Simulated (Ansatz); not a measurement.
Consider the following.

MgO:
```cif
data_Mg2O2
_chemical_formula_sum 'Mg2 O2'
_space_group_name_H-M_alt 'P 1'
_space_group_IT_number 1
_cell_length_a 3.49433
_cell_length_b 3.49433
_cell_length_c 4.19509
_cell_angle_alpha 90.000
_cell_angle_beta 90.000
_cell_angle_gamma 120.000
loop_
_space_group_symop_operation_xyz
  'x, y, z'
loop_
_atom_site_label
_atom_site_type_symbol
_atom_site_fract_x
_atom_site_fract_y
_atom_site_fract_z
_atom_site_occupancy
Mg1 Mg 0.66667 0.33333 0.75000 1
Mg2 Mg 0.33333 0.66667 0.25000 1
O1 O 0.66667 0.33333 0.25000 1
O2 O 0.33333 0.66667 0.75000 1
```

This is the PBEsol-relaxed structure.

**Question.** All from PBEsol (plane waves, PAW; program Ansatz), unless another level is named. Estimate the zero-point energy.

**Answer.** 73.3 meV/atom.

**Question.** Next, the Young's modulus?

**Answer.** 161 GPa.

**Question.** Next, the vibrational entropy at 300 K?

**Answer.** 14.4 J/(K·mol of atoms).

**Question.** And the highest zone-centre frequency (without LO–TO term)?

**Answer.** 532 cm^-1.

Space group P6_3/mmc. The workflow started from a Materials Project entry (that database holds measured and hypothetical structures alike); the Crystallography Open Database copy checked does not list it. It is not the phase usual at ambient conditions (space group No. 225). The PBEsol relaxation kept the symmetry of its start; phonons on a q-mesh show no instability.

Potentials: the earlier of the program's two PAW sets.
